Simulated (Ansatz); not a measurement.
CdF₂ (fluorite, Fm-3m), plane-wave PAW PBE (Ansatz code). The conduction-band minimum lies at Γ, with 1 equivalent valley. Second derivatives d²E/dk² of the lowest band at one valley (eV·Å²), along Cartesian directions:

```json
[
 {"direction": "[100]", "d²E/dk²": "20.06"},
 {"direction": "[010]", "d²E/dk²": "20.06"},
 {"direction": "[001]", "d²E/dk²": "20.06"},
 {"direction": "[110]", "d²E/dk²": "20.07"},
 {"direction": "[101]", "d²E/dk²": "20.07"},
 {"direction": "[011]", "d²E/dk²": "20.07"}
]
```

### Question
Find the principal effective masses, the density-of-states mass and the conductivity mass.

### Answer
Off-diagonal terms follow from H_xy = H[110] − (H_xx + H_yy)/2, and m*/mₑ = 7.620 eV·Å² over each eigenvalue: 0.38, 0.38, 0.38. One valley's DOS mass (m₁m₂m₃)^(1/3) = 0.38, conductivity mass 3/(Σ 1/mᵢ) = 0.38 mₑ.

### Question
What effective density of states Nc follows at 300 K for parabolic valleys?

### Answer
Nc = 2.509e19 × 1 × (0.38)^(3/2) ≈ 5.9e18 cm⁻³.

The cell was relaxed with PBE under the symmetry of its start. Spin–orbit coupling is left out wherever it is not named.

Potentials: the later of the program's two PAW sets.

Edges and masses are those of Kohn–Sham bands, whose gap is no quasiparticle gap.
